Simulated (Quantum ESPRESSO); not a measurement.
# TiIn3O5N: input and log of a self-consistent run

A calculation, not a measurement. The program is pw.x of Quantum ESPRESSO 7.5 (plane-wave density functional theory). The cell is made up: 10 atoms on a corundum lattice, with randomly drawn elements, strain and displacements, not relaxed. PseudoDojo standard norm-conserving files (v0.5 for PBE, v0.4.1 for LDA and PBEsol) set the functional; there is no spin polarisation, spin-orbit coupling or dispersion term, and the masses in the input are unused placeholders.

Input:

```
&control calculation='scf', pseudo_dir='./dojo.nc.sr.pbe.v0_5.standard.upf', outdir='./o', disk_io='low', tprnfor=.true., tstress=.true. /
&system ibrav=0, nat=10, ntyp=4, nbnd=49, ecutwfc=84.00895049, nosym=.true., tot_charge=0,
 occupations='smearing', smearing='fd', degauss=0.0018374661
/
&electrons conv_thr=7.350e-09, electron_maxstep=60, /
ATOMIC_SPECIES
In 1.0 In.upf
N 1.0 N.upf
O 1.0 O.upf
Ti 1.0 Ti.upf
CELL_PARAMETERS angstrom
2.7706 1.6782 4.9167
-2.8339 1.667 4.9563
-0.0414 -3.2743 4.9133
ATOMIC_POSITIONS angstrom
Ti 0.0129 0.002 5.2291
In -0.0421 0.0883 2.1684
In -0.0392 -0.0176 9.6094
In -0.1268 0.0116 12.5704
O -1.2535 1.6818 8.5752
N -0.9709 -1.7375 8.7299
O 1.8249 0.2468 8.6239
O 1.0544 -1.6686 6.1386
O 0.8015 1.821 6.1466
O -1.9731 0.019 6.1872
K_POINTS automatic
5 5 5 1 1 1
```

The log is shortened where brackets say so; the opening notice, blank lines, dates and the lines on written files are dropped, and the path of the files is cut. It prints rydbergs, bohrs and kilobars, and counts compression as positive stress.

```
     Program PWSCF v.7.5
     Parallel version (MPI & OpenMP), running on       4 processor cores
     Number of MPI processes:                 4
     Threads/MPI process:                     1
     [start-up lines left out]
     bravais-lattice index     =            0
     lattice parameter (alat)  =      11.1264  a.u.
     unit-cell volume          =     922.0864 (a.u.)^3
     number of atoms/cell      =           10
     number of atomic types    =            4
     number of electrons       =        86.00
     number of Kohn-Sham states=           49
     kinetic-energy cutoff     =      84.0090  Ry
     charge density cutoff     =     336.0358  Ry
     scf convergence threshold =      7.3E-09
     mixing beta               =       0.7000
     number of iterations used =            8  plain     mixing
     Exchange-correlation= PBE
                           (   1   4   3   4   0   0   0)
     [axes and pseudopotential details left out]
   Cartesian axes
     site n.     atom                  positions (alat units)
         1        Ti     tau(   1) = (   0.0021910   0.0003397   0.8881204  )
         2        In     tau(   2) = (  -0.0071503   0.0149970   0.3682852  )
         3        In     tau(   3) = (  -0.0066578  -0.0029892   1.6320789  )
         4        In     tau(   4) = (  -0.0215360   0.0019702   2.1349808  )
         5        O      tau(   5) = (  -0.2128968   0.2856401   1.4564284  )
         6        N      tau(   6) = (  -0.1648995  -0.2951003   1.4827030  )
         7        O      tau(   7) = (   0.3099445   0.0419170   1.4646997  )
         8        O      tau(   8) = (   0.1790813  -0.2833982   1.0425916  )
         9        O      tau(   9) = (   0.1361283   0.3092821   1.0439503  )
        10        O      tau(  10) = (  -0.3351151   0.0032270   1.0508459  )
     number of k points=    63  Fermi-Dirac smearing, width (Ry)=  0.0018
                       cart. coord. in units 2pi/alat
        k(    1) = (   0.0008452  -0.0005619   0.1194671), wk =   0.0320000
        k(    2) = (   0.0018925  -0.2389840   0.2002567), wk =   0.0320000
     [further k points left out]
     Dense  grid:    95971 G-vectors     FFT dimensions: (  72,  72,  72)
     Estimated max dynamical RAM per process >     295.54 MB
     Estimated total dynamical RAM >       1.09 GB
     Initial potential from superposition of free atoms
     starting charge      85.9867, renormalised to      86.0000
     Starting wfcs are   61 randomized atomic wfcs
     total cpu time spent up to now is       12.4 secs
     per-process dynamical memory:   241.2 Mb
     Self-consistent Calculation
     iteration #  1     ecut=    84.01 Ry     beta= 0.70
     Davidson diagonalization with overlap
     ethr =  1.00E-02,  avg # of iterations =  2.0
     total cpu time spent up to now is       35.0 secs
     total energy              =    -701.51600466 Ry
     estimated scf accuracy    <       3.98141177 Ry
     iteration #  2     ecut=    84.01 Ry     beta= 0.70
     Davidson diagonalization with overlap
     ethr =  4.63E-03,  avg # of iterations =  5.5
     total cpu time spent up to now is       68.7 secs
     total energy              =    -697.80870462 Ry
     estimated scf accuracy    <      55.00785130 Ry
     iteration #  3     ecut=    84.01 Ry     beta= 0.70
     Davidson diagonalization with overlap
     ethr =  4.63E-03,  avg # of iterations =  5.6
     total cpu time spent up to now is       97.1 secs
     total energy              =    -703.54450812 Ry
     estimated scf accuracy    <       2.50296916 Ry
     iteration #  4     ecut=    84.01 Ry     beta= 0.70
     Davidson diagonalization with overlap
     ethr =  2.91E-03,  avg # of iterations =  2.0
     total cpu time spent up to now is      121.6 secs
     total energy              =    -703.72471783 Ry
     estimated scf accuracy    <       0.65618861 Ry
     iteration #  5     ecut=    84.01 Ry     beta= 0.70
     Davidson diagonalization with overlap
     ethr =  7.63E-04,  avg # of iterations =  3.2
     total cpu time spent up to now is      146.3 secs
     total energy              =    -703.68232683 Ry
     estimated scf accuracy    <       0.30884673 Ry
     [iterations 6 to 11 left out]
     iteration # 12     ecut=    84.01 Ry     beta= 0.70
     Davidson diagonalization with overlap
     ethr =  2.25E-08,  avg # of iterations =  3.9
     total cpu time spent up to now is      339.3 secs
     total energy              =    -703.73413221 Ry
     estimated scf accuracy    <       0.00000312 Ry
     iteration # 13     ecut=    84.01 Ry     beta= 0.70
     Davidson diagonalization with overlap
     ethr =  3.63E-09,  avg # of iterations =  2.6
     total cpu time spent up to now is      364.4 secs
     total energy              =    -703.73413248 Ry
     estimated scf accuracy    <       0.00000074 Ry
     iteration # 14     ecut=    84.01 Ry     beta= 0.70
     Davidson diagonalization with overlap
     ethr =  8.65E-10,  avg # of iterations =  3.6
     total cpu time spent up to now is      390.3 secs
     total energy              =    -703.73413254 Ry
     estimated scf accuracy    <       0.00000014 Ry
     iteration # 15     ecut=    84.01 Ry     beta= 0.70
     Davidson diagonalization with overlap
     ethr =  1.64E-10,  avg # of iterations =  4.2
     total cpu time spent up to now is      417.9 secs
     total energy              =    -703.73413257 Ry
     estimated scf accuracy    <       0.00000001 Ry
     iteration # 16     ecut=    84.01 Ry     beta= 0.70
     Davidson diagonalization with overlap
     ethr =  1.40E-11,  avg # of iterations =  3.4
     total cpu time spent up to now is      445.4 secs
     End of self-consistent calculation
     [lines on levels left out]
!    total energy              =    -703.73413257 Ry
     estimated scf accuracy    <          3.5E-09 Ry
     smearing contrib. (-TS)   =      -0.00000000 Ry
     internal energy E=F+TS    =    -703.73413257 Ry
     The total energy is F=E-TS. E is the sum of the following terms:
     one-electron contribution =    -190.10728084 Ry
     hartree contribution      =     156.47220802 Ry
     xc contribution           =    -185.44590655 Ry
     ewald contribution        =    -484.65315321 Ry
     convergence has been achieved in  16 iterations
     Forces acting on atoms (cartesian axes, Ry/au):
     atom    1 type  4   force =    -0.06334063    0.05958643   -0.05386256
     atom    2 type  1   force =    -0.01891473   -0.01736872    0.02016357
     atom    3 type  1   force =    -0.01975268    0.02138855   -0.07022420
     atom    4 type  1   force =     0.02984718    0.03368015    0.07769012
     atom    5 type  3   force =    -0.01571523   -0.01259554    0.07609351
     atom    6 type  2   force =     0.02821175   -0.07624680    0.00914162
     atom    7 type  3   force =     0.04442244    0.02234791    0.02959106
     atom    8 type  3   force =    -0.01549435    0.09059603   -0.03447449
     atom    9 type  3   force =    -0.02381954   -0.07048490   -0.02090608
     atom   10 type  3   force =     0.05455578   -0.05090311   -0.03321256
     Total force =     0.252758     Total SCF correction =     0.000143
     Computing stress (Cartesian axis) and pressure
          total   stress  (Ry/bohr**3)                   (kbar)     P=      -93.87
  -0.00063847   0.00009833   0.00001290          -93.92       14.46        1.90
   0.00009833  -0.00090205  -0.00010190           14.46     -132.70      -14.99
   0.00001290  -0.00010190  -0.00037374            1.90      -14.99      -54.98
     init_run     :     11.33s CPU     11.74s WALL (       1 calls)
     electrons    :    432.02s CPU    433.06s WALL (       1 calls)
     forces       :      2.55s CPU      2.59s WALL (       1 calls)
     stress       :      8.84s CPU      8.88s WALL (       1 calls)
     [timing details left out]
     PWSCF        :   7m35.52s CPU   7m37.22s WALL
     JOB DONE.
```

In other units: free energy -9574.791 eV for the cell, pressure -9.39 GPa, largest force component 2.329 eV/Å. A rerun of this cell at a cutoff of 1437 eV and k mesh 7 x 7 x 7 moved values by no more than 0.003 eV in energy, 0.03 GPa in stress and 0.002 eV/Å in force.